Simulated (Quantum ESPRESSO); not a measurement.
# Planted mistakes on one cell of Zn3AlOF7

These are calculations, not measurements. They come from pw.x of Quantum ESPRESSO 7.5, a plane-wave density functional program, with PseudoDojo standard norm-conserving files (v0.5 for PBE, v0.4.1 for LDA and PBEsol). The cells are made up: elements, strain and atom displacements were drawn at random, and nothing was relaxed. There is no spin polarisation, spin-orbit coupling or dispersion term.

The cell has 12 sites of a rutile lattice (two cells along c). Sites 1 to 4 hold Zn Zn Zn Al; sites 5 to 12 hold O F F F F F F F. Cell vectors in Å: (4.840, -0.050, -0.015); (-0.050, 4.797, 0.009); (-0.020, 0.011, 6.446). Settings: PBE, cutoff 1143 eV, 5 x 5 x 4 k mesh shifted by half a step, Fermi-Dirac smearing of 0.025 eV.

The intended run has a self-consistency threshold of 1e-07 eV, a smearing term of 0.000 eV, a pressure of -6.62 GPa and 12 iterations. Each further run changes one thing: all lengths scaled by 0.9803; atoms of sites 5 and 11 exchanged; cutoff 613 eV; files of PBEsol; k mesh 2 x 2 x 2; one electron removed; smearing 0.56 eV; threshold 0.3 eV. A coarse mesh keeps the shift, and a charged cell sits in a uniform background.

```
run,change of free energy (eV),smearing term -TS (eV),change of P (GPa),largest change of a force component (eV/Å),iterations
A,-0.210,0.000,5.78,0.538,12
B,77.361,0.000,-400.42,0.732,12
C,0.046,0.000,-0.31,0.312,6
D,-0.236,0.000,-0.47,2.695,12
E,-0.334,-0.907,1.34,0.451,12
F,30.167,0.000,-4.38,0.153,12
G,-5.142,-0.036,-13.83,1.615,16
H,-0.029,0.000,0.00,0.016,12
```

A rerun of the intended cell at 1437 eV and k mesh 7 x 7 x 6 moved values by no more than 0.004 eV in the cell's energy, 0.02 GPa in stress and 0.002 eV/Å in force.

Question: which change belongs to which run?

## Worked reading

Run C has the fewest iterations, as a run stopped early does. Run E has the largest smearing term, as wide smearing gives. Run B has a higher energy and the largest fall in pressure, as too small a basis gives. Run A changes the volume by a factor of 0.9421; minus its pressure change over the logarithm of that factor, 97 GPa, is a rough bulk modulus with clamped atoms. Energies from files of another functional, or of a charged cell, have another zero and say nothing on stability; the pressure of a charged cell rests on the program's zero of potential too.

## Key

| run | change |
| --- | --- |
| A | all lengths scaled by 0.9803 |
| B | cutoff 613 eV |
| C | threshold 0.3 eV |
| D | atoms of sites 5 and 11 exchanged |
| E | smearing 0.56 eV |
| F | files of PBEsol |
| G | one electron removed |
| H | k mesh 2 x 2 x 2 |